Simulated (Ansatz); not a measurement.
## A trial form of Sn2Se

Computed with Ansatz, DFT PBE, scalar-relativistic, plane waves, PAW. Cutoff 420 eV, Gaussian smearing, Γ-centred meshes. Cell and atoms relax first on a coarse mesh and then on a finer one. In between, the cell is made exact in the group found at 0.06 Å. In metals the finer mesh still leaves noise of several meV/atom or more. The steps can't lower the symmetry of their start. No spin polarisation.

The cell of Sn2Se is invented: random cell by space group and Wyckoff sites (Fm-3m, No. 225). Lengths were set from tabulated atomic sizes, so they are only a guess.

```xyz
3
Lattice="0.0000 3.6057 3.6057 3.6057 0.0000 3.6057 3.6057 3.6057 0.0000" Properties=species:S:1:pos:R:3 pbc="T T T"
Sn    1.8028    1.8028    1.8028
Sn    5.4085    5.4085    5.4085
Se    3.6057    3.6057    3.6057
```

The zero of energy is the elements' standard structures at the same level; no fitted shifts are applied. The references include grey tin.

Q: Which structure results?

A: The symmetry stays Fm-3m (No. 225). The end has the anti-fluorite type. The volume per atom shrinks by 1.5 %, from 31.3 to 30.8 Å³. The shortest distance goes from 3.12 Å (Sn–Se) to 3.11 Å (Sn–Se). Conventional cell: a = 7.175 Å. Around Sn lie 4 Se at 3.11 Å and 6 Sn at 3.59 Å; Se is surrounded by 8 Sn at 3.11 Å.

```cif
data_structure
_symmetry_space_group_name_H-M 'Fm-3m'
_symmetry_Int_Tables_number 225
_cell_length_a 7.1747
_cell_length_b 7.1747
_cell_length_c 7.1747
_cell_angle_alpha 90.000
_cell_angle_beta 90.000
_cell_angle_gamma 90.000
_cell_volume 369.33
loop_
_atom_site_label
_atom_site_type_symbol
_atom_site_symmetry_multiplicity
_atom_site_Wyckoff_symbol
_atom_site_fract_x
_atom_site_fract_y
_atom_site_fract_z
_atom_site_occupancy
Sn1 Sn 8 c 0.25000 0.75000 0.75000 1
Se1 Se 4 b 0.50000 0.00000 0.00000 1
```

Q: Give its energy and gap.

A: The formation energy is +0.19 eV/atom. The gap on the 12×12×12 mesh of the 3-atom cell is 0 eV (a metal).

The separate elements lie lower, so it is unstable against them.

The last run used Gaussian smearing of 0.10 eV. The reference form of Se is held partly by dispersion forces, which this level lacks. Symmetry constrained the relaxation, so the result can be a saddle point. In all, the 3 runs took 22 s on 1 thread of Intel(R) Xeon(R) 6975P-C (Granite Rapids) (shared host). Another cell of Sn2Se relaxed alike, in P4/nmm, lies 0.41 eV/atom lower, so this cell isn't the stable form at this level.
